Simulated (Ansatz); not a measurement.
This cell of KBr (rock salt) is off equilibrium:

```xyz
2
Lattice="0.0000 3.3526 3.3526 3.3526 0.0000 3.3526 3.3526 3.3526 0.0000" Properties=species:S:1:pos:R:3 pbc="T T T"
Br    -0.3095    -0.3095    -0.3095
K      3.3526     3.3526     3.3526
```

The numbers are results of PBE (plane waves to 420 eV, PAW, scalar-relativistic; Ansatz, a program for electronic structure), not measurements. k mesh 7×7×7 (Γ-centred), Fermi-Dirac smearing 0.05 eV. The energy includes the smearing's −TS. Stress and pressure are positive under compression. KBr was relaxed with its symmetry unable to fall.

Problem. Predict the force on every atom, in eV/Å.

Solution. 
```csv
atom,Fx,Fy,Fz
Br1,0.298,0.298,0.298
K2,-0.298,-0.298,-0.298
```

Problem. Give the stress tensor in GPa and the pressure.

Solution. 
```
   1.27    -0.39    -0.39
  -0.39     1.27    -0.39
  -0.39    -0.39     1.27
```
The pressure, a third of the trace, is 1.27 GPa.

Problem. In it atom 1 sits (-0.309, -0.309, -0.309) Å away from its relaxed site. What is its energy relative to the relaxed cell?

Solution. 139.3 meV/cell.

(A displaced cell: forces are minus the slopes of the energy, force constants its curvatures, and phonons follow from these.)
